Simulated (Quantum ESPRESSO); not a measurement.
AsSiO3F3, one run as intended and one with a planted mistake

Simulated, not a measurement. The program is pw.x of Quantum ESPRESSO 7.5 (plane-wave density functional theory). The cell is made up: 8 atoms on a quartz lattice with one site empty, with randomly drawn elements, strain and displacements, not relaxed. PseudoDojo standard norm-conserving files (v0.5 for PBE, v0.4.1 for LDA and PBEsol) set the functional; there is no spin polarisation, spin-orbit coupling or dispersion term, and the masses in the input are unused placeholders.

Intended input:

```
&control calculation='scf', pseudo_dir='./dojo.nc.sr.pbe.v0_5.standard.upf', outdir='./o', disk_io='medium', tprnfor=.true., tstress=.true. /
&system ibrav=0, nat=8, ntyp=4, nbnd=35, ecutwfc=84.00895049, nosym=.true., tot_charge=0,
 occupations='smearing', smearing='fd', degauss=0.0018374661
/
&electrons conv_thr=7.350e-09, electron_maxstep=60, /
ATOMIC_SPECIES
As 1.0 As.upf
F 1.0 F.upf
O 1.0 O.upf
Si 1.0 Si.upf
CELL_PARAMETERS angstrom
5.0254 0.003 -0.0116
-2.5101 4.2791 -0.0298
-0.0127 -0.0451 5.4105
ATOMIC_POSITIONS angstrom
As 2.2582 0.0502 3.6212
Si -1.1789 2.0256 1.8155
O 1.4188 1.0437 4.2821
F 3.4298 0.6015 2.3517
F 2.6864 2.5575 0.7177
F 0.0696 1.7572 0.8941
O -1.122 3.2009 2.9209
O 0.6831 3.6507 4.7349
K_POINTS automatic
5 5 4 1 1 1
```

The log is shortened where brackets say so; the opening notice, blank lines, dates and the lines on written files are dropped, and the path of the files is cut. It prints rydbergs, bohrs and kilobars, and counts compression as positive stress. Where no state is partly filled, the Fermi energy that it prints is only some level between the filled and the empty states on the mesh, and need not lie in the true gap.

Log of the intended run:

```
     Program PWSCF v.7.5
     Parallel version (MPI & OpenMP), running on       1 processor cores
     Number of MPI processes:                 1
     Threads/MPI process:                     1
     [start-up lines left out]
     bravais-lattice index     =            0
     lattice parameter (alat)  =       9.4967  a.u.
     unit-cell volume          =     785.3743 (a.u.)^3
     number of atoms/cell      =            8
     number of atomic types    =            4
     number of electrons       =        58.00
     number of Kohn-Sham states=           35
     kinetic-energy cutoff     =      84.0090  Ry
     charge density cutoff     =     336.0358  Ry
     scf convergence threshold =      7.3E-09
     mixing beta               =       0.7000
     number of iterations used =            8  plain     mixing
     Exchange-correlation= PBE
                           (   1   4   3   4   0   0   0)
     [axes and pseudopotential details left out]
   Cartesian axes
     site n.     atom                  positions (alat units)
         1        As     tau(   1) = (   0.4493560   0.0099892   0.7205774  )
         2        Si     tau(   2) = (  -0.2345876   0.4030712   0.3612637  )
         3        O      tau(   3) = (   0.2823250   0.2076844   0.8520890  )
         4        F      tau(   4) = (   0.6824910   0.1196916   0.4679614  )
         5        F      tau(   5) = (   0.5345629   0.5089133   0.1428141  )
         6        F      tau(   6) = (   0.0138496   0.3496627   0.1779157  )
         7        O      tau(   7) = (  -0.2232652   0.6369425   0.5812257  )
         8        O      tau(   8) = (   0.1359291   0.7264476   0.9421910  )
     number of k points=    50  Fermi-Dirac smearing, width (Ry)=  0.0018
                       cart. coord. in units 2pi/alat
        k(    1) = (   0.1001666   0.1770186   0.1178140), wk =   0.0400000
        k(    2) = (   0.1007014   0.1789496   0.3500379), wk =   0.0400000
     [further k points left out]
     Dense  grid:    81685 G-vectors     FFT dimensions: (  60,  60,  60)
     Estimated max dynamical RAM per process >     107.48 MB
     Initial potential from superposition of free atoms
     starting charge      57.9991, renormalised to      58.0000
     Starting wfcs are   37 randomized atomic wfcs
     total cpu time spent up to now is       10.8 secs
     per-process dynamical memory:    64.7 Mb
     Self-consistent Calculation
     iteration #  1     ecut=    84.01 Ry     beta= 0.70
     Davidson diagonalization with overlap
     ethr =  1.00E-02,  avg # of iterations =  3.0
     total cpu time spent up to now is       41.0 secs
     total energy              =    -466.49840349 Ry
     estimated scf accuracy    <       2.28354314 Ry
     iteration #  2     ecut=    84.01 Ry     beta= 0.70
     Davidson diagonalization with overlap
     ethr =  3.94E-03,  avg # of iterations =  3.1
     total cpu time spent up to now is       67.5 secs
     total energy              =    -466.04421431 Ry
     estimated scf accuracy    <       6.63077360 Ry
     [iterations 3 to 11 left out]
     iteration # 12     ecut=    84.01 Ry     beta= 0.70
     Davidson diagonalization with overlap
     ethr =  1.16E-10,  avg # of iterations =  2.0
     total cpu time spent up to now is      319.3 secs
     total energy              =    -467.57895046 Ry
     estimated scf accuracy    <       0.00000001 Ry
     iteration # 13     ecut=    84.01 Ry     beta= 0.70
     Davidson diagonalization with overlap
     ethr =  2.54E-11,  avg # of iterations =  3.0
     total cpu time spent up to now is      348.2 secs
     End of self-consistent calculation
     [lines on levels left out]
     the Fermi energy is     4.4175 ev
!    total energy              =    -467.57895046 Ry
     estimated scf accuracy    <          8.8E-10 Ry
     smearing contrib. (-TS)   =      -0.00000000 Ry
     internal energy E=F+TS    =    -467.57895046 Ry
     The total energy is F=E-TS. E is the sum of the following terms:
     one-electron contribution =    -331.33037498 Ry
     hartree contribution      =     192.43270013 Ry
     xc contribution           =    -109.50677171 Ry
     ewald contribution        =    -219.17450390 Ry
     convergence has been achieved in  13 iterations
     Forces acting on atoms (cartesian axes, Ry/au):
     atom    1 type  1   force =     0.30345562   -0.20091161    0.20469823
     atom    2 type  4   force =    -0.02929953    0.15634326   -0.19133905
     atom    3 type  3   force =    -0.31188320    0.38474992    0.11749460
     atom    4 type  2   force =     0.06433531   -0.02030136   -0.08130852
     atom    5 type  2   force =     0.07172564   -0.04553999    0.09569579
     atom    6 type  2   force =    -0.01153284   -0.00959604    0.05719054
     atom    7 type  3   force =    -0.15563087   -0.25101977   -0.18450056
     atom    8 type  3   force =     0.06882987   -0.01372442   -0.01793103
     Total force =     0.808039     Total SCF correction =     0.000059
     Computing stress (Cartesian axis) and pressure
          total   stress  (Ry/bohr**3)                   (kbar)     P=      210.91
   0.00144286  -0.00004420  -0.00050131          212.25       -6.50      -73.74
  -0.00004420   0.00212757   0.00064546           -6.50      312.98       94.95
  -0.00050131   0.00064546   0.00073076          -73.74       94.95      107.50
     init_run     :      9.46s CPU     10.65s WALL (       1 calls)
     electrons    :    317.32s CPU    337.43s WALL (       1 calls)
     forces       :      5.39s CPU      5.48s WALL (       1 calls)
     stress       :     14.30s CPU     14.46s WALL (       1 calls)
     [timing details left out]
     PWSCF        :   5m46.69s CPU   6m 8.65s WALL
     JOB DONE.
```

A second run has one planted mistake: the k-point mesh is too coarse. The input lines that differ, file-writing options aside:

```
- 5 5 4 1 1 1
+ 1 1 1 1 1 1
```

Its log:

```
     Program PWSCF v.7.5
     Parallel version (MPI & OpenMP), running on       1 processor cores
     Number of MPI processes:                 1
     Threads/MPI process:                     1
     [start-up lines left out]
     bravais-lattice index     =            0
     lattice parameter (alat)  =       9.4967  a.u.
     unit-cell volume          =     785.3743 (a.u.)^3
     number of atoms/cell      =            8
     number of atomic types    =            4
     number of electrons       =        58.00
     number of Kohn-Sham states=           35
     kinetic-energy cutoff     =      84.0090  Ry
     charge density cutoff     =     336.0358  Ry
     scf convergence threshold =      7.3E-09
     mixing beta               =       0.7000
     number of iterations used =            8  plain     mixing
     Exchange-correlation= PBE
                           (   1   4   3   4   0   0   0)
     [axes and pseudopotential details left out]
   Cartesian axes
     site n.     atom                  positions (alat units)
         1        As     tau(   1) = (   0.4493560   0.0099892   0.7205774  )
         2        Si     tau(   2) = (  -0.2345876   0.4030712   0.3612637  )
         3        O      tau(   3) = (   0.2823250   0.2076844   0.8520890  )
         4        F      tau(   4) = (   0.6824910   0.1196916   0.4679614  )
         5        F      tau(   5) = (   0.5345629   0.5089133   0.1428141  )
         6        F      tau(   6) = (   0.0138496   0.3496627   0.1779157  )
         7        O      tau(   7) = (  -0.2232652   0.6369425   0.5812257  )
         8        O      tau(   8) = (   0.1359291   0.7264476   0.9421910  )
     number of k points=     1  Fermi-Dirac smearing, width (Ry)=  0.0018
                       cart. coord. in units 2pi/alat
        k(    1) = (  -0.5005653  -0.8841276  -0.4729579), wk =   2.0000000
     Dense  grid:    81685 G-vectors     FFT dimensions: (  60,  60,  60)
     Estimated max dynamical RAM per process >     107.48 MB
     Initial potential from superposition of free atoms
     starting charge      57.9991, renormalised to      58.0000
     Starting wfcs are   37 randomized atomic wfcs
     total cpu time spent up to now is        1.8 secs
     per-process dynamical memory:    75.8 Mb
     Self-consistent Calculation
     iteration #  1     ecut=    84.01 Ry     beta= 0.70
     Davidson diagonalization with overlap
     ethr =  1.00E-02,  avg # of iterations =  3.0
     total cpu time spent up to now is        2.5 secs
     total energy              =    -466.51737240 Ry
     estimated scf accuracy    <       2.27072921 Ry
     iteration #  2     ecut=    84.01 Ry     beta= 0.70
     Davidson diagonalization with overlap
     ethr =  3.92E-03,  avg # of iterations =  3.0
     total cpu time spent up to now is        3.1 secs
     total energy              =    -465.91567887 Ry
     estimated scf accuracy    <       6.94765424 Ry
     [iterations 3 to 10 left out]
     iteration # 11     ecut=    84.01 Ry     beta= 0.70
     Davidson diagonalization with overlap
     ethr =  3.13E-09,  avg # of iterations =  4.0
     total cpu time spent up to now is        9.2 secs
     total energy              =    -467.58967902 Ry
     estimated scf accuracy    <       0.00000026 Ry
     iteration # 12     ecut=    84.01 Ry     beta= 0.70
     Davidson diagonalization with overlap
     ethr =  4.42E-10,  avg # of iterations =  2.0
     total cpu time spent up to now is        9.8 secs
     End of self-consistent calculation
     [lines on levels left out]
     the Fermi energy is     4.5533 ev
!    total energy              =    -467.58967907 Ry
     estimated scf accuracy    <          6.8E-09 Ry
     smearing contrib. (-TS)   =       0.00000000 Ry
     internal energy E=F+TS    =    -467.58967907 Ry
     The total energy is F=E-TS. E is the sum of the following terms:
     one-electron contribution =    -331.39217795 Ry
     hartree contribution      =     192.48563734 Ry
     xc contribution           =    -109.50863455 Ry
     ewald contribution        =    -219.17450390 Ry
     convergence has been achieved in  12 iterations
     Forces acting on atoms (cartesian axes, Ry/au):
     atom    1 type  1   force =     0.30269844   -0.20646984    0.21468642
     atom    2 type  4   force =    -0.03550055    0.15296449   -0.19122968
     atom    3 type  3   force =    -0.29737099    0.40991608    0.13125904
     atom    4 type  2   force =     0.08223766   -0.02665093   -0.09616959
     atom    5 type  2   force =     0.07548778   -0.05738229    0.09797164
     atom    6 type  2   force =    -0.01459283    0.00609135    0.05665540
     atom    7 type  3   force =    -0.16642343   -0.24959142   -0.18061908
     atom    8 type  3   force =     0.05346392   -0.02887743   -0.03255415
     Total force =     0.825471     Total SCF correction =     0.000391
     Computing stress (Cartesian axis) and pressure
          total   stress  (Ry/bohr**3)                   (kbar)     P=      212.39
   0.00147691  -0.00008885  -0.00055180          217.26      -13.07      -81.17
  -0.00008885   0.00208716   0.00065609          -13.07      307.03       96.51
  -0.00055180   0.00065609   0.00076732          -81.17       96.51      112.88
     init_run     :      1.69s CPU      1.76s WALL (       1 calls)
     electrons    :      7.40s CPU      7.94s WALL (       1 calls)
     forces       :      0.24s CPU      0.26s WALL (       1 calls)
     stress       :      0.69s CPU      0.71s WALL (       1 calls)
     [timing details left out]
     PWSCF        :     10.12s CPU     10.87s WALL
     JOB DONE.
```

```
                                            intended run  run with the mistake
                          free energy (eV)     -6361.736             -6361.882
                    smearing term -TS (eV)        0.0000                0.0000
                            pressure (GPa)         21.09                 21.24
            largest force component (eV/Å)         9.892                10.539
largest change of a force component (eV/Å)                               0.647
                                iterations            13                    12
```

For scale, a rerun of the intended cell at a cutoff of 1437 eV and k mesh 7 x 7 x 6 moved values by no more than 0.004 eV in energy, 0.02 GPa in stress and 0.003 eV/Å in force.